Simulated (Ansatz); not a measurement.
Sheets of one type (ordered double-metal MXene-type), r²SCAN+D4 (plane waves, PAW; program Ansatz); HSE06 gaps on those cells.

```
layer      a (Å)  thickness (Å)
---------  -----  -------------
HfMo2C2O2  2.996           7.71
W2ZrC2O2   3.004           7.80
HfW2C2O2       …              …
TiW2C2O2   2.926           7.58
```

**Question.** What belongs in the gaps?

**Answer.** 
- HfW2C2O2, a (Å): 2.993
- HfW2C2O2, thickness (Å): 7.75

All cells were relaxed under the symmetry of their starts (and spin orders); stability against distortions was not tested throughout. Rows with no word on spin ran without spin polarisation. No Hubbard U is applied. Scalar-relativistic: spin–orbit coupling is off unless named, which matters more the heavier the elements. Constructed layers (a layer type filled with these elements): HfMo2C2O2, ordered double-metal MXene-type layer; W2ZrC2O2, ordered double-metal MXene-type layer; HfW2C2O2, ordered double-metal MXene-type layer; TiW2C2O2, ordered double-metal MXene-type layer.

Potentials: the later of the program's two PAW sets.
